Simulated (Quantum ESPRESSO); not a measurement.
Mg₂GaO₃F (made-up cell, one site empty) (calculated)

Calculation on a made-up crystal cell, not a measurement: periodic Kohn-Sham density functional theory in plane waves with PseudoDojo standard norm-conserving scalar-relativistic pseudopotentials, each functional with its own files (v0.5 for PBE, v0.4.1 for LDA and PBEsol), no spin polarisation, no spin-orbit coupling, atoms not relaxed, stress positive in tension, energies less a fixed whole-eV offset for each atom's element; levels are Kohn-Sham levels at fractions of this cell's reciprocal vectors, counted from the reference band (half the neutral cell's valence electrons, rounded up) at Gamma; error bars cover cutoff and k-mesh only, not smearing or the files; each bar is the largest change over components, and at least 0.002 eV, 0.002 eV per angstrom or 0.02 GPa; added strain carries the atoms with the cell, and shear is the tensor component; energies are for the whole cell, and the offsets were chosen from early runs and are not element reference energies. Program: Quantum ESPRESSO 7.5.

Common to all runs: lattice type zincblende/diamond; empty site 1; functional pbe; cutoff 1143 eV; fermi dirac smearing 0.025 eV; scf tolerance 1e-07 eV; electrons removed 0; added strain kind biaxial xx and yy; k mesh 4 x 4 x 4, shifted by half a step.

(1) Mg₂GaO₃F (made-up cell, one site empty)

Unstrained structure:
```
Mg2GaO3F
1.0
      4.6776     0.0051    -0.0492
      0.0051     4.5748     0.0322
     -0.0492     0.0322     4.6220
Ga Mg O F
1 2 3 1
Direct
  -0.01763 0.51907 0.51976
  0.49452 0.00497 0.50800
  0.49280 0.49371 0.02744
  0.23314 0.27502 0.27508
  0.25827 0.75593 0.74677
  0.70985 0.25521 0.74368
  0.75740 0.70607 0.24213
```

- added strain: 0.0145
- structure shown: before the added strain of 0.0145
- free energy less offsets: 6.764 eV
- scf iterations: 12
- smearing term minus ts: 0 eV
- pressure: -6.324 GPa
- stress xx: 9.332 GPa
- stress yy: 5.241 GPa
- stress zz: 4.398 GPa
- stress yz: 0.5359 GPa
- stress xz: -6.547 GPa
- stress xy: 1.911 GPa
- reference band: 29
- error bar energy: 0.00226 eV
- error bar stress: 0.03029 GPa
- error bar force: 0.002 eV/Å
- error bar next band up: 0.002 eV
- error bars from: tighter rerun of a related cell

Atoms:
```csv
atoms element,atom site,atom energy offset (eV)
Ga,2,-2080
Mg,3,-1617
Mg,4,-1617
O,5,-452
O,6,-452
O,7,-452
F,8,-677
```

Forces:
```csv
site,x (eV/Å),y (eV/Å),z (eV/Å)
2,2.966,-2.757,2.179
3,-1.381,0.5339,-0.02769
4,-1.55,-0.929,-1.865
5,-0.2732,0.9674,1.04
6,-0.7744,-1.381,-0.9379
7,1.538,2.111,-0.715
8,-0.5255,1.455,0.327
```

Levels:
```csv
level k point,next band up (eV)
Gamma,1.343
"(1/2,1/2,1/2)",3.466
"(0.15,0,0)",1.739
"(0,0.15,0)",1.742
"(0,0,0.15)",1.713
```

(2) Mg₂GaO₃F (made-up cell, one site empty)

Structure as in entry 1.

- added strain: 0.0068
- structure shown: before the added strain of 0.0068
- free energy less offsets: 6.7 eV
- scf iterations: 11
- smearing term minus ts: 0 eV
- pressure: -5.16 GPa
- stress xx: 8.022 GPa
- stress yy: 4.07 GPa
- stress zz: 3.39 GPa
- stress yz: 0.5466 GPa
- stress xz: -6.818 GPa
- stress xy: 1.746 GPa
- reference band: 29
- error bar energy: 0.00226 eV
- error bar stress: 0.03029 GPa
- error bar force: 0.002 eV/Å
- error bar next band up: 0.002 eV
- error bars from: tighter rerun of a related cell

Atoms:
```csv
atoms element,atom site,atom energy offset (eV)
Ga,2,-2080
Mg,3,-1617
Mg,4,-1617
O,5,-452
O,6,-452
O,7,-452
F,8,-677
```

Forces:
```csv
site,x (eV/Å),y (eV/Å),z (eV/Å)
2,2.978,-2.786,2.273
3,-1.366,0.4848,-0.09074
4,-1.575,-0.9418,-1.937
5,-0.3164,0.9187,1.031
6,-0.8224,-1.365,-0.9031
7,1.613,2.119,-0.6811
8,-0.5113,1.57,0.3077
```

Levels:
```csv
level k point,next band up (eV)
Gamma,1.421
"(1/2,1/2,1/2)",3.593
"(0.15,0,0)",1.822
"(0,0.15,0)",1.825
"(0,0,0.15)",1.791
```

(3) Mg₂GaO₃F (made-up cell, one site empty)

Structure as in entry 1.

* added strain: 0.003
* structure shown: before the added strain of 0.003
* free energy less offsets: 6.673 eV
* scf iterations: 11
* smearing term minus ts: 0 eV
* pressure: -4.552 GPa
* stress xx: 7.339 GPa
* stress yy: 3.461 GPa
* stress zz: 2.857 GPa
* stress yz: 0.5552 GPa
* stress xz: -6.954 GPa
* stress xy: 1.662 GPa
* reference band: 29
* error bar energy: 0.00226 eV
* error bar stress: 0.03029 GPa
* error bar force: 0.002 eV/Å
* error bar next band up: 0.002 eV
* error bars from: tighter rerun of a related cell

Atoms:
```csv
atoms element,atom site,atom energy offset (eV)
Ga,2,-2080
Mg,3,-1617
Mg,4,-1617
O,5,-452
O,6,-452
O,7,-452
F,8,-677
```

Forces:
```csv
site,x (eV/Å),y (eV/Å),z (eV/Å)
2,2.984,-2.8,2.32
3,-1.357,0.4608,-0.1227
4,-1.587,-0.9479,-1.973
5,-0.3381,0.8932,1.026
6,-0.8458,-1.356,-0.8841
7,1.649,2.122,-0.6633
8,-0.5052,1.628,0.2969
```

Levels:
```csv
level k point,next band up (eV)
Gamma,1.461
"(1/2,1/2,1/2)",3.657
"(0.15,0,0)",1.863
"(0,0.15,0)",1.868
"(0,0,0.15)",1.83
```

(4) Mg₂GaO₃F (made-up cell, one site empty)

Structure as in entry 1.

- added strain: -0.0022
- structure shown: before the added strain of -0.0022
- free energy less offsets: 6.641 eV
- scf iterations: 11
- smearing term minus ts: 0 eV
- pressure: -3.682 GPa
- stress xx: 6.367 GPa
- stress yy: 2.59 GPa
- stress zz: 2.09 GPa
- stress yz: 0.562 GPa
- stress xz: -7.148 GPa
- stress xy: 1.54 GPa
- reference band: 29
- error bar energy: 0.00226 eV
- error bar stress: 0.03029 GPa
- error bar force: 0.002 eV/Å
- error bar next band up: 0.002 eV
- error bars from: tighter rerun of this cell

Atoms:
```csv
atoms element,atom site,atom energy offset (eV)
Ga,2,-2080
Mg,3,-1617
Mg,4,-1617
O,5,-452
O,6,-452
O,7,-452
F,8,-677
```

Forces:
```csv
site,x (eV/Å),y (eV/Å),z (eV/Å)
2,2.991,-2.819,2.385
3,-1.346,0.4248,-0.168
4,-1.603,-0.9565,-2.024
5,-0.3689,0.8573,1.019
6,-0.8782,-1.343,-0.8572
7,1.7,2.126,-0.6367
8,-0.495,1.71,0.2826
```

Levels:
```csv
level k point,next band up (eV)
Gamma,1.516
"(1/2,1/2,1/2)",3.744
"(0.15,0,0)",1.921
"(0,0.15,0)",1.926
"(0,0,0.15)",1.884
```

(5) Mg₂GaO₃F (made-up cell, one site empty)

Structure as in entry 1.

* added strain: -0.0226
* structure shown: before the added strain of -0.0226
* free energy less offsets: 6.58 eV
* scf iterations: 11
* smearing term minus ts: 0 eV
* pressure: 0.1884 GPa
* stress xx: 2.068 GPa
* stress yy: -1.238 GPa
* stress zz: -1.395 GPa
* stress yz: 0.5879 GPa
* stress xz: -7.967 GPa
* stress xy: 0.9859 GPa
* reference band: 29
* error bar energy: 0.00226 eV
* error bar stress: 0.03029 GPa
* error bar force: 0.002 eV/Å
* error bar next band up: 0.002 eV
* error bars from: tighter rerun of a related cell

Atoms:
```csv
atoms element,atom site,atom energy offset (eV)
Ga,2,-2080
Mg,3,-1617
Mg,4,-1617
O,5,-452
O,6,-452
O,7,-452
F,8,-677
```

Forces:
```csv
site,x (eV/Å),y (eV/Å),z (eV/Å)
2,3.01,-2.892,2.649
3,-1.292,0.2724,-0.3625
4,-1.673,-0.9974,-2.243
5,-0.4944,0.705,0.9747
6,-1.005,-1.279,-0.7292
7,1.904,2.139,-0.5117
8,-0.4488,2.052,0.2226
```

Levels:
```csv
level k point,next band up (eV)
Gamma,1.738
"(1/2,1/2,1/2)",4.095
"(0.15,0,0)",2.154
"(0,0.15,0)",2.162
"(0,0,0.15)",2.103
```

(6) Mg₂GaO₃F (made-up cell, one site empty)

Structure as in entry 1.

* added strain: -0.0054
* structure shown: before the added strain of -0.0054
* stress xx: —
* pressure: —
* stress zz: —

Atoms:
```csv
atoms element,atom site,atom energy offset (eV)
Ga,2,-2080
Mg,3,-1617
Mg,4,-1617
O,5,-452
O,6,-452
O,7,-452
F,8,-677
```

(7) Mg₂GaO₃F (made-up cell, one site empty)

Structure as in entry 1.

- added strain: 0.01
- structure shown: before the added strain of 0.01
- stress xx: —
- stress yy: —
- stress xz: —

Atoms:
```csv
atoms element,atom site,atom energy offset (eV)
Ga,2,-2080
Mg,3,-1617
Mg,4,-1617
O,5,-452
O,6,-452
O,7,-452
F,8,-677
```

**Q.** Give the missing stress xx for Mg₂GaO₃F (made-up cell, one site empty) (entry 6).
**A.** 5.739 GPa

**Q.** Mg₂GaO₃F (made-up cell, one site empty) (entry 6): pressure?
**A.** -3.122 GPa

**Q.** What stress zz does the calculation give for Mg₂GaO₃F (made-up cell, one site empty) (entry 6)?
**A.** 1.593 GPa

**Q.** Give the table of forces values for Mg₂GaO₃F (made-up cell, one site empty) (entry 6).
**A.** 
Forces:
```csv
site,x (eV/Å),y (eV/Å),z (eV/Å)
2,2.995,-2.831,2.426
3,-1.338,0.4027,-0.1972
4,-1.613,-0.9625,-2.057
5,-0.3885,0.8345,1.013
6,-0.8985,-1.334,-0.8392
7,1.732,2.129,-0.619
8,-0.4887,1.761,0.2733
```

**Q.** Estimate the stress xx of Mg₂GaO₃F (made-up cell, one site empty) (entry 7).
**A.** 8.577 GPa

**Q.** What stress yy does the calculation give for Mg₂GaO₃F (made-up cell, one site empty) (entry 7)?
**A.** 4.565 GPa

**Q.** Give the missing stress xz for Mg₂GaO₃F (made-up cell, one site empty) (entry 7).
**A.** -6.702 GPa

**Q.** Give the table of forces values for Mg₂GaO₃F (made-up cell, one site empty) (entry 7).
**A.** 
Forces:
```csv
site,x (eV/Å),y (eV/Å),z (eV/Å)
2,2.974,-2.774,2.234
3,-1.371,0.5063,-0.06369
4,-1.565,-0.9362,-1.907
5,-0.2987,0.939,1.035
6,-0.803,-1.372,-0.9181
7,1.581,2.115,-0.6965
8,-0.5168,1.522,0.3161
```

Further results for Mg₂GaO₃F (made-up cell, one site empty) (entry 6):

* free energy less offsets: 6.625 eV
* scf iterations: 11
* smearing term minus ts: 0 eV
* stress yy: 2.034 GPa
* stress yz: 0.5677 GPa
* stress xz: -7.271 GPa
* stress xy: 1.46 GPa
* reference band: 29
* error bar energy: 0.00226 eV
* error bar stress: 0.03029 GPa
* error bar force: 0.002 eV/Å
* error bar next band up: 0.002 eV
* error bars from: tighter rerun of a related cell

Levels:
```csv
level k point,next band up (eV)
Gamma,1.55
"(1/2,1/2,1/2)",3.798
"(0.15,0,0)",1.957
"(0,0.15,0)",1.962
"(0,0,0.15)",1.917
```

Further results for Mg₂GaO₃F (made-up cell, one site empty) (entry 7):

- free energy less offsets: 6.725 eV
- scf iterations: 12
- smearing term minus ts: 0 eV
- pressure: -5.653 GPa
- stress zz: 3.818 GPa
- stress yz: 0.5433 GPa
- stress xy: 1.818 GPa
- reference band: 29
- error bar energy: 0.00226 eV
- error bar stress: 0.03029 GPa
- error bar force: 0.002 eV/Å
- error bar next band up: 0.002 eV
- error bars from: tighter rerun of a related cell

Levels:
```csv
level k point,next band up (eV)
Gamma,1.388
"(1/2,1/2,1/2)",3.54
"(0.15,0,0)",1.787
"(0,0.15,0)",1.79
"(0,0,0.15)",1.758
```
